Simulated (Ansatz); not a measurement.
Values for one crystal, relaxed and computed with r²SCAN+D4 (plane waves, PAW; program Ansatz); other levels are named.

```yaml
volume_per_atom: 25.53 Å³
electronic_character: metallic (no gap)
Formation energy from the elements (no fitted shifts): -1.19 eV/atom
Density of states at the Fermi level: 0.16 states/eV per atom (mean over ±0.08 eV)
```

**Question.** Which compound is it?
A. YCl, R-3m (Cl on 6c, Y on 6c)
B. CoZrS2, C2/m (S on 4i, Zr on 2c, Co on 2a)
C. ZrBr, R-3m (Zr on 6c, Br on 6c)
D. KC8, P6/mmm (C on 6l, C on 2c, K on 1b)

**Answer.** C, ZrBr, R-3m (Zr on 6c, Br on 6c)

The workflow started from an entry of the Crystallography Open Database (COD). Its standing as an ambient phase is unchecked. The cell was relaxed with r²SCAN+D4 under the symmetry of its start; its stability against distortions is not shown here. No spin polarisation was allowed. The references are the lowest solids computed at this level, not always the standard phases. Spin–orbit coupling is left out wherever it is not named.

Potentials: the later of the program's two PAW sets.
